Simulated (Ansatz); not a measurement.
Tl, beta-Sn type: geometry optimisation

The calculation used DFT, r2SCAN, plane waves (500 eV) with PAW, scalar-relativistic (Ansatz 0.2.0). The PAW files were generated under PBE, with cores re-solved for the functional.

k-point mesh 11×11×8, Fermi-Dirac smearing 0.1 eV, no spin polarisation. Cell and atoms relax.

Starting structure:

```yaml
crystal:
  lattice:
    - [-2.9984756505, 2.9984756505, 1.6371677052]
    - [2.9984756505, -2.9984756505, 1.6371677052]
    - [2.9984756505, 2.9984756505, -1.6371677052]
  atoms:
    - { symbol: Tl, position: [0.0, 0.0, 0.0] }
    - { symbol: Tl, position: [0.75, 0.25, 0.5] }
hamiltonian:
  xc: r2scan
  pseudopotentials:
    kind: paw
    azcp:
      Tl: "pseudopotentials/Tl.paw.azcp"
basis:
  ecutwfc: 500
  fft_grid_basis: typed
kpoints:
  mp_grid: { grid: [11, 11, 8], shift: [0, 0, 0] }
magnetization:
  spin_polarized: false
scf:
  occupations: { method: fermi_dirac, width: 0.1 }
relax:
  max_steps: 60
  f_tol: 0.01
  cell: {}
output:
  write_density: true
  write_potential: true
  elf: true
  volumetric_format: npy
```

What cell does the relaxation end in?

C2/c with a = 3.298 Å, b = 11.508 Å, c = 3.512 Å, β = 115.34°; 30.12 Å³ per atom against 29.44 at the start (2.3 %).

The cell has left the beta-Sn structure type; it ends in C2/c.

How much energy does the relaxation gain?

76.1 meV per atom.

Path of the relaxation (the plane waves are chosen anew near the end, which can shift the energy a little):

```
step  E − E(final) (meV/atom)  V (Å³/atom)  P (GPa)  max force (eV/Å)
   0                    76.13       29.439     2.48             0.004
   1                    58.31       31.460     0.13             0.000
   2                    57.28       31.634    -0.04             0.000
   3                    54.77       31.914    -0.27             0.000
   4                    50.02       32.062    -0.40             0.005
   5                    38.79       31.544    -0.18             0.005
   6                    28.36       30.971     0.07             0.000
   7                    19.56       30.617     0.12             0.016
   8                    13.38       30.408    -0.07             0.003
   9                    11.21       30.032     0.02             0.002
  10                    10.93       30.032    -0.20             0.029
  11                    10.54       29.814    -0.04             0.024
  12                     9.87       29.924     0.05             0.004
  13                     9.80       29.974    -0.10             0.000
  14                     9.77       29.857     0.06             0.000
  15                     9.76       29.901     0.00             0.000
  16                     3.60       29.901     0.37             0.000
  17                     0.90       30.003     0.17             0.002
  18                     0.18       30.074     0.06             0.004
  19                     0.03       30.162    -0.03             0.002
  20                     0.03       30.120     0.01             0.010
  21                     0.00       30.120     0.01             0.010
```

The k-point mesh keeps fewer symmetry operations than the starting structure has, so the cell can leave it.
